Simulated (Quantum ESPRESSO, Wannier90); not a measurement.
## Wannier functions of LiH (rock salt)

```
begin unit_cell_cart
ang
    0.0000000000    2.0086200000    2.0086200000
    2.0086200000    0.0000000000    2.0086200000
    2.0086200000    2.0086200000    0.0000000000
end unit_cell_cart
begin atoms_frac
Li   0.0000000000  0.0000000000  0.0000000000
H    0.5000000000  0.5000000000  0.5000000000
end atoms_frac
```

Structure: Materials Project mp-23703, symmetrised, not relaxed again. COD (Crystallography Open Database) has an entry of this formula and space group (matched by these alone). Computed values, not measurements, from PBEsol: Quantum ESPRESSO (norm-conserving PseudoDojo potentials, cutoff 60 Ry, no spin polarisation, no spin-orbit coupling) on a Γ-centred 12×12×12 mesh, then Wannier90. Density: 14×14×14 mesh, cold smearing 0.01 Ry.

Band 2 is isolated and gives one Wannier function a cell (H2 1s 78 %, Li1 2s 19 %; spread 1.47 Å²). Its on-site energy is ε = -2.395 eV relative to the valence-band maximum, and its hoppings t(R) = t(−R) to the nearer images are (images within this range that aren't listed have |t| under 5 meV):

```json
[
 {"R (lattice vectors; −R alike)": "0 0 1", "distance (Å)": "2.84", "t (eV)": "-0.366"},
 {"R (lattice vectors; −R alike)": "0 1 -1", "distance (Å)": "2.84", "t (eV)": "-0.366"},
 {"R (lattice vectors; −R alike)": "0 1 0", "distance (Å)": "2.84", "t (eV)": "-0.366"},
 {"R (lattice vectors; −R alike)": "1 -1 0", "distance (Å)": "2.84", "t (eV)": "-0.366"},
 {"R (lattice vectors; −R alike)": "1 0 -1", "distance (Å)": "2.84", "t (eV)": "-0.366"},
 {"R (lattice vectors; −R alike)": "1 0 0", "distance (Å)": "2.84", "t (eV)": "-0.366"},
 {"R (lattice vectors; −R alike)": "1 -1 -1", "distance (Å)": "4.02", "t (eV)": "0.104"},
 {"R (lattice vectors; −R alike)": "1 -1 1", "distance (Å)": "4.02", "t (eV)": "0.104"},
 {"R (lattice vectors; −R alike)": "1 1 -1", "distance (Å)": "4.02", "t (eV)": "0.104"},
 {"R (lattice vectors; −R alike)": "0 1 -2", "distance (Å)": "4.92", "t (eV)": "0.038"},
 {"R (lattice vectors; −R alike)": "0 1 1", "distance (Å)": "4.92", "t (eV)": "0.038"},
 {"R (lattice vectors; −R alike)": "0 2 -1", "distance (Å)": "4.92", "t (eV)": "0.038"},
 {"R (lattice vectors; −R alike)": "1 -2 0", "distance (Å)": "4.92", "t (eV)": "0.038"},
 {"R (lattice vectors; −R alike)": "1 -2 1", "distance (Å)": "4.92", "t (eV)": "0.038"},
 {"R (lattice vectors; −R alike)": "1 0 -2", "distance (Å)": "4.92", "t (eV)": "0.038"},
 {"R (lattice vectors; −R alike)": "1 0 1", "distance (Å)": "4.92", "t (eV)": "0.038"},
 {"R (lattice vectors; −R alike)": "1 1 -2", "distance (Å)": "4.92", "t (eV)": "0.038"},
 {"R (lattice vectors; −R alike)": "1 1 0", "distance (Å)": "4.92", "t (eV)": "0.038"},
 {"R (lattice vectors; −R alike)": "2 -1 -1", "distance (Å)": "4.92", "t (eV)": "0.038"},
 {"R (lattice vectors; −R alike)": "2 -1 0", "distance (Å)": "4.92", "t (eV)": "0.038"},
 {"R (lattice vectors; −R alike)": "2 0 -1", "distance (Å)": "4.92", "t (eV)": "0.038"}
]
```

Question: Work out the band energy at Γ, X, U, K from these numbers.

Answer: For one orbital E(k) = ε + Σ_R 2 t(R) cos(2π k·R), the sum over the listed R.
- Γ, k = (0.000, 0.000, 0.000): E = -2.395 + (-0.366)·(12.00) + (0.104)·(6.00) + (0.038)·(24.00) = -5.25 eV; pw.x: -5.52 eV
- X, k = (0.500, 0.000, 0.500): E = -2.395 + (-0.366)·(-4.00) + (0.104)·(6.00) + (0.038)·(-8.00) = -0.61 eV; pw.x: 0.00 eV
- U, k = (0.625, 0.250, 0.625): E = -2.395 + (-0.366)·(-3.66) + (0.104)·(2.00) + (0.038)·(4.00) = -0.70 eV; pw.x: -0.53 eV
- K, k = (0.375, 0.375, 0.750): E = -2.395 + (-0.366)·(-3.66) + (0.104)·(2.00) + (0.038)·(4.00) = -0.70 eV; pw.x: -0.53 eV

At these points the listed shells miss the plane-wave band by up to 0.61 eV, of a width of 5.52 eV on the path. With all its hoppings the model misses the band by 12 meV at worst on the whole path, so most of the miss comes from the hoppings not listed.
